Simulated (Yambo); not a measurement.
# Optical response of LiNbO3

```
LiNbO3
1.0
    2.64243     1.52560     4.84596
   -2.64243     1.52560     4.84596
    0.00000    -3.05121     4.84596
Li O Nb
2 6 2
Direct
  0.36219   0.36219   0.36219
  0.63781   0.63781   0.63781
  0.21609   0.56216   0.95416
  0.78391   0.43784   0.04584
  0.56216   0.95416   0.21609
  0.43784   0.04584   0.78391
  0.95416   0.21609   0.56216
  0.04584   0.78391   0.43784
  0.14440   0.14440   0.14440
  0.85560   0.85560   0.85560
```

Yambo, RPA with local fields on PBEsol bands; 4×4×4 mesh, 102 bands, 3 Ry local-field block, 0.2 eV broadening; field along z.

| E (eV) | Im ε | Re ε | Im ε, independent particles |
|---|---|---|---|
| 0.0 | 0.00 | 3.15 | 0.00 |
| 0.5 | 0.01 | 3.15 | 0.01 |
| 1.0 | 0.01 | 3.17 | 0.03 |
| 1.5 | 0.02 | 3.21 | 0.04 |
| 2.0 | 0.03 | 3.27 | 0.06 |
| 2.5 | 0.04 | 3.35 | 0.10 |
| 3.0 | 0.06 | 3.47 | 0.15 |
| 3.5 | 0.11 | 3.66 | 0.29 |
| 4.0 | 0.40 | 3.95 | 0.95 |
| 4.5 | 0.71 | 3.94 | 2.44 |
| 5.0 | 1.19 | 3.75 | 4.09 |
| 5.5 | 1.10 | 3.36 | 2.94 |
| 6.0 | 0.85 | 3.43 | 2.19 |
| 6.5 | 0.82 | 3.73 | 2.61 |
| 7.0 | 0.98 | 4.20 | 3.12 |
| 7.5 | 1.81 | 4.76 | 5.06 |
| 8.0 | 2.79 | 3.86 | 6.39 |
| 8.5 | 2.53 | 3.53 | 7.49 |
| 9.0 | 2.86 | 3.82 | 5.04 |
| 9.5 | 3.79 | 2.98 | 3.57 |
| 10.0 | 4.05 | 2.61 | 3.01 |
| 10.5 | 3.95 | 1.80 | 2.48 |
| 11.0 | 4.07 | 1.27 | 2.07 |
| 11.5 | 3.75 | 0.10 | 1.73 |
| 12.0 | 2.55 | -0.48 | 1.40 |
| 12.5 | 1.71 | -0.39 | 1.21 |
| 13.0 | 1.23 | 0.12 | 1.12 |
| 13.5 | 1.06 | 0.54 | 1.05 |
| 14.0 | 1.16 | 0.76 | 1.26 |
| 14.5 | 1.14 | 0.91 | 1.45 |
| 15.0 | 1.28 | 1.13 | 1.72 |
| 15.5 | 1.43 | 1.20 | 1.75 |
| 16.0 | 1.63 | 0.87 | 1.93 |
| 16.5 | 1.54 | 0.65 | 1.69 |
| 17.0 | 1.33 | 0.58 | 1.43 |
| 17.5 | 1.23 | 0.50 | 1.29 |
| 18.0 | 1.06 | 0.57 | 1.21 |
| 18.5 | 1.02 | 0.70 | 1.24 |
| 19.0 | 1.04 | 0.77 | 1.36 |
| 19.5 | 1.19 | 0.79 | 1.53 |
| 20.0 | 1.15 | 0.61 | 1.35 |

Peak heights and small wiggles depend on the k mesh. Convergence of the RPA response with its 4×4×4 mesh was not tested. No excitonic effects at this level.

Spin-orbit coupling is not included.

Geometry of the Materials Project entry, not relaxed at this level.

This is not the ordinary phase of the substance.
